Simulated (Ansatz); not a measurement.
## Straining WS2

Computed with Ansatz 0.2.0, DFT PBEsol+D3(BJ), scalar-relativistic, plane waves, PAW. Run with 420 eV cutoff, 12×12×4 k-mesh, Gaussian smearing of 0.02 eV, no spin polarisation.

Reference structure (relaxed):

```yaml
crystal:
  lattice:
    - [3.11459, 0.00000, 0.00000]
    - [-1.55730, 2.69732, 0.00000]
    - [0.00000, 0.00000, 11.77707]
  atoms:
    - { symbol: W, position: [0.33333, 0.66667, 0.74986] }
    - { symbol: W, position: [0.66667, 0.33333, 0.25014] }
    - { symbol: S, position: [0.33333, 0.66667, 0.11664] }
    - { symbol: S, position: [0.66667, 0.33333, 0.61636] }
    - { symbol: S, position: [0.33333, 0.66667, 0.38364] }
    - { symbol: S, position: [0.66667, 0.33333, 0.88336] }
```

Deformation: biaxial strain in the a-b plane, with the length and tilt of c and the atoms relaxed, all within the symmetry that the strain leaves. Energies are extrapolated to zero smearing. Gaps are Kohn–Sham gaps over the whole zone.

Spin-orbit coupling is left out, which matters for the bands and energies of heavy elements.

| strain (%) | ΔE (meV/atom) | a (Å) | b (Å) | c (Å) | gap (eV) |
| --- | --- | --- | --- | --- | --- |
| -3.0 | 32.5 | 3.021 | 3.021 | 11.893 | 0.67 |
| -2.0 | 14.1 | 3.052 | 3.052 | 11.851 | 0.66 |
| -1.0 | 3.5 | 3.083 | 3.083 | 11.813 | 0.65 |
| +0.0 | 0.0 | 3.115 | 3.115 | 11.777 | 0.65 |
| +1.0 | 3.3 | 3.146 | 3.146 | 11.735 | 0.65 |
| +2.0 | 12.9 | 3.177 | 3.177 | 11.698 | 0.65 |
| +3.0 | 28.5 | 3.208 | 3.208 | 11.662 | 0.64 |

Problem. What stiffness (1/V) d²E/dε² at zero strain does a cubic fit over all points give?

Solution. A cubic fit gives (1/V) d²E/dε² = 658 GPa at zero strain (twice the biaxial modulus).

Problem. How does the free axis c answer a small strain?

Solution. Between the innermost points its strain is -0.33 times the applied one.

Problem. How fast does the gap move with strain on either side?

Solution. -2 meV per percent on the compressed side and -1 meV per percent on the stretched side; it is indirect at -1.0 %, indirect at zero and indirect at +1.0 %.